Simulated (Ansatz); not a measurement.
Consider the following.

CuI:
```yaml
crystal:
  lattice:
    - [3.66603, 0.00000, 0.00000]
    - [0.00000, 3.66603, 0.00000]
    - [0.00000, 0.00000, 3.66603]
  atoms:
    - { symbol: Cu, position: [0.00000, 0.00000, 0.00000] }
    - { symbol: I, position: [0.50000, 0.50000, 0.50000] }
```

This is the r²SCAN-relaxed structure.

**Question.** All from plane-wave PAW r²SCAN (Ansatz code), unless another level is named. Estimate the electronic character.

**Answer.** metallic (no gap).

**Question.** Predict the density of states at the Fermi level.

**Answer.** 0.14 states/eV per atom (mean over ±0.08 eV).

**Question.** Give the formation energy from the elements (no fitted shifts).

**Answer.** 0.56 eV/atom.

**Question.** What about the gap with spin–orbit coupling?

**Answer.** none (metallic).

Space group Pm-3m (CsCl type). The start of the workflow was typed in or built on a structure type; neither database checked (COD, Materials Project) lists it. It is not the phase usual at ambient conditions (space group No. 216). The r²SCAN relaxation kept the symmetry of its start. At this level the phase is mechanically unstable. The workflow began spin-polarised and lost its moments. Its formation energy is positive at this level, so the cell may be metastable or incomplete. The references are the lowest solids computed at this level, not always the standard phases. Spin–orbit coupling is left out wherever it is not named.

Potentials: the earlier of the program's two PAW sets.
